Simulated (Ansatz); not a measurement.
Bi$_{2}$Se$_{3}$ (Bi2Te3 type, space group R-3m)

```
Bi2Se3
1.0
    2.07220     1.19638     9.48183
   -2.07220     1.19638     9.48183
    0.00000    -2.39277     9.48183
Bi Se
2 3
Direct
  0.40088   0.40088   0.40088
  0.59912   0.59912   0.59912
  0.00000   0.00000   0.00000
  0.21052   0.21052   0.21052
  0.78948   0.78948   0.78948
```

In this cell atom 3 (Se, nearest neighbour Bi at 3.069 Å; its periodic images, 4.1 Å or more away, move with it) is moved by s towards the nearest neighbour, unit vector (0.000, -0.780, -0.626); all other atoms and the cell stay fixed.

All values below come from PBE-D3(BJ) (plane waves to 420 eV, PAW, scalar-relativistic; Ansatz, a program for electronic structure). k mesh 8×8×8 (Γ-centred), Fermi-Dirac smearing 0.05 eV. Compression counts positive. F∥ is the force on the atom along that direction. Bi2Se3 was relaxed with its symmetry unable to fall. Spin-orbit coupling is left out, though Bi is heavy. The PAW data are Ansatz's earlier set. 

```json
[
 {"s (Å)": "-0.610", "F∥ (eV/Å)": "4.629", "P (GPa)": "?"},
 {"s (Å)": "-0.488", "F∥ (eV/Å)": "?", "P (GPa)": "?"},
 {"s (Å)": "-0.366", "F∥ (eV/Å)": "1.893", "P (GPa)": "1.16"},
 {"s (Å)": "-0.244", "F∥ (eV/Å)": "?", "P (GPa)": "0.50"},
 {"s (Å)": "-0.122", "F∥ (eV/Å)": "0.500", "P (GPa)": "0.12"},
 {"s (Å)": "0.000", "F∥ (eV/Å)": "0.000", "P (GPa)": "0.00"},
 {"s (Å)": "0.122", "F∥ (eV/Å)": "-0.500", "P (GPa)": "0.12"},
 {"s (Å)": "0.244", "F∥ (eV/Å)": "?", "P (GPa)": "0.50"},
 {"s (Å)": "0.366", "F∥ (eV/Å)": "-1.893", "P (GPa)": "1.16"},
 {"s (Å)": "0.488", "F∥ (eV/Å)": "?", "P (GPa)": "?"},
 {"s (Å)": "0.610", "F∥ (eV/Å)": "-4.629", "P (GPa)": "?"}
]
```

Question: Some entries are withheld; supply them.

Answer: 
- -0.610, P (GPa): 3.64
- -0.488, F∥ (eV/Å): 3.013
- -0.488, P (GPa): 2.18
- -0.244, F∥ (eV/Å): 1.096
- 0.244, F∥ (eV/Å): -1.096
- 0.488, F∥ (eV/Å): -3.013
- 0.488, P (GPa): 2.18
- 0.610, P (GPa): 3.64

(For displaced atoms, the force is minus the slope of the energy, and its curvature is a force constant, which sets phonon frequencies.)
